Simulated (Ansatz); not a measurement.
## KTaO3: pressure against volume

KTaO3, Pm-3m, a = 3.990 Å. The structure is a COD entry; whether it is the stable form wasn't checked. Ansatz: r2SCAN, PAW, 500 eV, Γ-centred 6×6×6 mesh on 5 atoms, Gaussian smearing 0.02 eV; no spin polarisation. Symmetry fixes shape and atoms, so the cell is only scaled; pressure is positive in compression.

```tsv
V (Å³/atom)	P (GPa)
11.181	?
11.562	24.24
11.944	14.82
12.325	6.81
12.706	0.00
13.087	-5.79
13.468	-10.71
13.977	-16.13
```

Problem. Take V0 = 12.706 Å³/atom, fit the third-order Birch–Murnaghan form to the other rows, and predict the missing pressure.

Solution. With the Eulerian strain f = ½[(V0/V)^(2/3) − 1] and y = P/[3f(1 + 2f)^(5/2)], the form is the line y = B0 + 1.5 B0 (B0′ − 4) f. Rows (f, y): 0.03246, 212.7; 0.02105, 211.7; 0.01025, 210.5; -0.00975, 207.9; -0.01904, 206.6; -0.03079, 204.7. Means f = 0.0006967, y = 209.02; Σ(Δf)² = 0.003005, ΣΔfΔy = 0.3811; the slope is their ratio. y = 208.9 + 126.8 f GPa, so B0 = 208.9 GPa and B0′ = 4 + 2 × (126.8)/(3 × 208.9) = 4.40. At V = 11.181, f = 0.04449, y = 214.54 and P = 35.44 GPa. The run gave 35.34 GPa, so the fit is 0.10 GPa too high, a small miss on the scale of the series.

Spin–orbit coupling is left out, which can shift energies with elements as heavy as these.

Symmetry holds off the tilts and polar distortions that many cubic perovskites undergo.